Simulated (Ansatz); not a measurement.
The calculation used Ansatz, DFT PBE, scalar-relativistic, plane waves, PAW. All cells share a 420 eV cutoff and Γ-centred k meshes spaced at most about 0.3 Å⁻¹ (about 0.25 or finer for metals, 2π included). No spin polarisation in the final relaxations.

Each of these unrelaxed guesses is relaxed in cell and atoms within its symmetry. A guess keeps its type if space group and coordination stay and the shape of the cell changes little (axis ratios within about 15 %, angles within 6°); the volume may change.

1. CaZnBr4

```
Ca Zn Br
1.0
     4.82545   -4.86716    0.00000
     4.82545    4.86716    0.00000
     0.00000    0.00000    4.31859
Ca Zn Br
1 1 4
Direct
  0.50000 0.50000 0.50000
  0.00000 0.00000 0.00000
  0.79590 0.20410 0.50000
  0.30724 0.30724 0.00000
  0.69276 0.69276 0.00000
  0.20410 0.79590 0.50000
```

2. ZnB3S2

```
Zn B S
1.0
     2.56212    1.47924    3.56437
    -2.56212    1.47924    3.56437
     0.00000   -2.95849    3.56437
Zn B S
1 3 2
Cartesian
  0.0000 0.0000 0.0000
  0.0000 -1.4792 1.7822
  1.2811 0.7396 1.7822
  -1.2811 0.7396 1.7822
  0.0000 0.0000 6.7290
  0.0000 0.0000 3.9641
```

Q: Which keep their type?

A: Guess 1 keeps its type.

```
guess  kept  start group  end group  V start (Å³/atom)  V end  b/a and c/a, end over start  nearest neighbours start  nearest neighbours end
    1   yes         Cmmm       Cmmm               33.8   30.1                   0.99, 0.96          Br 3, Ca 6, Zn 6        Br 3, Ca 6, Zn 6
    2    no         R-3m       R-3m               13.5   14.1                   1.00, 1.14           B 8, S 13, Zn 6          B 2, S 3, Zn 6
```

Neighbours count within 15 % of an atom's shortest distance; end groups are read at 0.02 Å (0.05 Å in metals).

In ZnB3S2 R-3m an odd number of electrons in the primitive cell allows no gap without spin; a larger cell or a magnetic state could open one. A magnetic state wasn't ruled out in cells without spin, among them ZnB3S2 R-3m. Cells relaxed within their symmetry can be saddle points.
